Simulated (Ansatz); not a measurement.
BP:
```
CELL_PARAMETERS angstrom
      0.00000     2.26821     2.26821
      2.26821     0.00000     2.26821
      2.26821     2.26821     0.00000
ATOMIC_POSITIONS crystal
  B  0.00000 0.00000 0.00000
  P  0.75000 0.75000 0.75000
```

Relaxed with r²SCAN.

Problem. Tabulate the valence density and the electron localisation function along the shortest B–P contact (1.96 Å), r²SCAN (plane waves, PAW; program Ansatz).

Solution. 

| distance from B (Å) | density (e/Å³) | ELF |
|---|---|---|
| 0.20 | 0.48 | 0.00 |
| 0.29 | 0.64 | 0.09 |
| 0.39 | 0.76 | 0.32 |
| 0.49 | 0.83 | 0.61 |
| 0.59 | 0.86 | 0.81 |
| 0.69 | 0.86 | 0.90 |
| 0.79 | 0.87 | 0.93 |
| 0.88 | 0.88 | 0.95 |
| 0.98 | 0.91 | 0.95 |
| 1.08 | 0.95 | 0.95 |
| 1.18 | 0.97 | 0.94 |
| 1.28 | 0.95 | 0.92 |
| 1.38 | 0.86 | 0.85 |
| 1.47 | 0.70 | 0.61 |
| 1.57 | 0.50 | 0.26 |
| 1.67 | 0.29 | 0.03 |
| 1.77 | 0.14 | -0.01 |

The density is the valence pseudo-density with augmentation charge, so density and ELF within about 1 Å of a nucleus are not all-electron values.

Space group F-43m (zinc blende). Symmetry was held in the r²SCAN relaxation; phonons on a q-mesh show no instability.

Potentials: the earlier of the program's two PAW sets.
